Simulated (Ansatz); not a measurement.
## Perturbing HfTl2PbS4

Base: a measured structure from the Crystallography Open Database (COD), its atoms then relaxed with PBE in this cell.

```xyz
16
Lattice="7.7348 -4.1128 0.0000 7.7348 4.1128 0.0000 -2.2140 0.0000 6.3345" Properties=species:S:1:pos:R:3 pbc="T T T"
Hf    7.1813   -3.1159    1.5836
Hf    6.0743    3.1159    4.7509
Tl   11.0767   -1.0361    1.4625
Tl    3.2859   -1.0361    1.7047
Tl    2.1789    1.0361    4.8720
Tl    9.9697    1.0361    4.6298
Pb    7.1813    1.0126    1.5836
Pb    6.0743   -1.0126    4.7509
S     9.2178   -3.2742    0.0222
S     5.1447   -3.2742    3.1451
S     4.0377    3.2742    6.3123
S     8.1108    3.2742    3.1895
S     8.3631   -1.3386    2.9360
S     5.9994   -1.3386    0.2313
S     4.8924    1.3386    3.3986
S     7.2561    1.3386    6.1032
```

Sites (sets of like atoms) are named by element and the number of their first atom in this list.

Method: Kohn–Sham DFT in Ansatz, PBE, plane waves and PAW, scalar-relativistic, 420 eV cutoff, Γ-centred 4×4×5 k-points, Fermi–Dirac smearing 0.02 eV.

**Question.** Variant: atom 12 (S) moved by 0.10 Å along (0.069, -0.019, 0.070) Å. What happens to the gradients (10²¹ V/m²)?

**Answer.** 

```json
{"site": "Hf1", "atoms": "1", "V_zz base": "1.81", "η base": "0.32", "V_zz variant": "4.19", "η variant": "0.62"}
{"site": "Hf2", "atoms": "2", "V_zz base": "1.81", "η base": "0.32", "V_zz variant": "2.82", "η variant": "0.41"}
{"site": "Tl4", "atoms": "4", "V_zz base": "-7.04", "η base": "0.96", "V_zz variant": "-7.02", "η variant": "0.98"}
{"site": "Tl5", "atoms": "5", "V_zz base": "-7.04", "η base": "0.96", "V_zz variant": "-7.34", "η variant": "0.73"}
{"site": "Tl6", "atoms": "6", "V_zz base": "-7.04", "η base": "0.96", "V_zz variant": "-6.91", "η variant": "0.88"}
{"site": "Pb7", "atoms": "7", "V_zz base": "5.09", "η base": "0.32", "V_zz variant": "5.37", "η variant": "0.61"}
{"site": "Pb8", "atoms": "8", "V_zz base": "5.09", "η base": "0.32", "V_zz variant": "5.07", "η variant": "0.33"}
{"site": "S9", "atoms": "9", "V_zz base": "3.22", "η base": "0.27", "V_zz variant": "3.31", "η variant": "0.27"}
{"site": "S10", "atoms": "10", "V_zz base": "3.22", "η base": "0.27", "V_zz variant": "3.04", "η variant": "0.42"}
{"site": "S11", "atoms": "11", "V_zz base": "3.22", "η base": "0.27", "V_zz variant": "3.30", "η variant": "0.23"}
{"site": "S12", "atoms": "12", "V_zz base": "3.22", "η base": "0.27", "V_zz variant": "2.96", "η variant": "0.45"}
{"site": "S14", "atoms": "14", "V_zz base": "-3.27", "η base": "0.61", "V_zz variant": "-2.99", "η variant": "0.66"}
{"site": "S15", "atoms": "15", "V_zz base": "-3.27", "η base": "0.61", "V_zz variant": "-3.27", "η variant": "0.61"}
{"site": "S16", "atoms": "16", "V_zz base": "-3.27", "η base": "0.61", "V_zz variant": "-3.23", "η variant": "0.60"}
```

The largest change of V_zz along a kept axis is on Hf2, from 1.81 to 2.82. The whole tensor moves most on Hf1, by 4.76 along its most changed direction. In per cent, |V_zz| changes by +56 on Hf, -2 to +4 on Tl, 0 to +6 on Pb, -8 to +3 on S (all sites that start above 0.5, bar those whose gradient vanishes or changes sign or whose main axis turns by over 40°). Where |V_zz| stays above 0.1 and the axes keep their order, η moves most on Pb7, from 0.32 to 0.61. On Hf1 the largest principal value lies along another axis in the second run, so the two V_zz can't be compared directly. The table leaves out 2 of the 16 sites, with |V_zz| up to 7.06; their tensors move by 0.08 at most along any direction. The statements above cover all sites. The number of symmetry-distinct sites goes from 5 to 16.

Spin–orbit coupling is left out, which shifts gradients on Pb and Tl by a few per cent in wide-gap crystals, and can shift them far more where the calculated gap is small or absent, as here.
For the variant: The atoms aren't relaxed after the move (largest force 0.5 eV/Å).
